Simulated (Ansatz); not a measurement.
Values for one crystal, relaxed and computed with DFT-r²SCAN+D4 in the program Ansatz with PAW potentials; other levels are named.

```yaml
volume_per_atom: 9.79 Å³
band_gap: 2.31 eV (indirect)
HSE06 gap on the r²SCAN+D4 cell: 3.43 eV
electron_effective_mass: 0.30, 0.30, 0.46 mₑ (principal values)
conduction_band_minimum: at Γ
Gap with spin–orbit coupling: 2.31 eV
Hole effective mass with spin–orbit coupling: 0.54, 1.6, 8.9 mₑ (principal values)
```

**Question.** Which of these materials gives this?
A) CdH2O2, P-3m1 (Cd on 1a, H on 2d, O on 2d)
B) BiPbClO2, Cmcm (Bi on 4c, Pb on 4c, Cl on 4c, O on 8e)
C) C3H, P6/mmm (C on 6l, C on 6l, H on 6l, C on 6l)
D) GeSb4Te7, P-3m1 (Pearson symbol hP12)

**Answer.** A, CdH2O2, P-3m1 (Cd on 1a, H on 2d, O on 2d)

The workflow started from a Materials Project entry (that database holds measured and hypothetical structures alike); the Crystallography Open Database copy checked does not list it. Whether it is the stable phase at ambient conditions was not checked. The r²SCAN+D4 relaxation kept the symmetry of its start; its stability against distortions is not shown here. Scalar-relativistic: spin–orbit coupling is off unless named, which matters more the heavier the elements.

Potentials: the later of the program's two PAW sets.
